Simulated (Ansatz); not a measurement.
# Computed properties of BP

BP:
```
CELL_PARAMETERS angstrom
      3.19078     0.00000     0.00000
     -1.59539     2.76329     0.00000
      0.00000     0.00000     5.29543
ATOMIC_POSITIONS crystal
  B  0.66667 0.33333 0.50043
  B  0.33333 0.66667 0.00043
  P  0.66667 0.33333 0.87457
  P  0.33333 0.66667 0.37457
```

Space group P6_3mc (No. 186), wurtzite; conventional cell a = b = 3.1908 Å, c = 5.2954 Å, α = β = 90.00°, γ = 120.00°.

Method: the program Ansatz at the r²SCAN level (PAW). Structure relaxed to zero pressure with the same functional. Other levels are named where they apply.

**Cell and energy**

```json
{
 "volume_per_atom": "11.67 Å³",
 "density": "2.97 g/cm³",
 "Formation energy from the elements (no fitted shifts)": "-0.47 eV/atom"
}
```

**Electronic structure**

```json
{
  "band_gap": "1.19 eV (indirect)",
  "valence_band_maximum": "at Γ",
  "conduction_band_minimum": "at K (2 equivalent valleys)",
  "smallest_direct_gap_on_the_standard_path": "2.90 eV",
  "electron_effective_mass": "0.24, 0.42, 0.42 mₑ (principal values)",
  "Hole effective mass, band 1 of 2 at the edge": "0.54 along x, 0.54 along z (mₑ)",
  "Hole effective mass, band 2 of 2 at the edge": "0.19 along x, 0.54 along z (mₑ)",
  "HSE06 gap on the r²SCAN cell": "1.70 eV"
}
```

**Mechanics**

```json
{
  "Bulk modulus (Birch–Murnaghan fit)": "169 GPa",
  "Pressure derivative B′": "3.8",
  "Elastic constants (relaxed ions, GPa)": "C11 = 427, C12 = 57.0, C13 = 20.2, C33 = 478, C44 = 144",
  "mechanical_stability": "stable (all eigenvalues of C positive)",
  "hill_bulk_and_shear_moduli": "170 and 174 GPa",
  "Young's modulus": "390 GPa",
  "Poisson's ratio": "0.12",
  "debye_temperature_from_the_elastic_constants": "1100 K",
  "Piezoelectric stress constants (proper, relaxed ions, C/m²)": "e15 = e24 = 0.10, e31 = e32 = 0.14, e33 = -0.33"
}
```

**Dielectric response**

```json
{
 "Electronic dielectric constant ε∞ (DFPT)": "8.50 (xx = yy), 9.13 (zz)",
 "Static dielectric constant ε0 (ions relaxed, cell fixed)": "8.60 (xx = yy), 9.22 (zz)",
 "Born charges (a third of the trace)": "B -0.48, P +0.48 e",
 "Largest static χ(2) component": "10 pm/V"
}
```

**Phonons**

```json
{
 "Highest zone-centre frequency (without LO–TO term)": "815 cm⁻¹",
 "zone_centre_stability": "no imaginary mode at Γ",
 "dynamical_stability_on_the_path": "stable (no imaginary branch)",
 "zero_point_energy": "102.3 meV/atom",
 "Vibrational entropy at 300 K": "9.7 J/(K·mol of atoms)"
}
```

**Charges**

```json
{
  "bader_charges": "B +0.67, P -0.67 e"
}
```

The first step of the workflow began from a Materials Project structure, measured or hypothetical; the Crystallography Open Database copy checked does not list it. It is not the phase usual at ambient conditions (space group No. 216). The cell was relaxed with r²SCAN under the symmetry of its start. Signs of piezoelectric constants follow the polarity of the cell as given. The references are the lowest solids computed at this level, not always the standard phases.

Potentials: the earlier of the program's two PAW sets. The files were generated under PBE; for other functionals the program regenerates the frozen cores, and for LDA and PBEsol the local potential too.
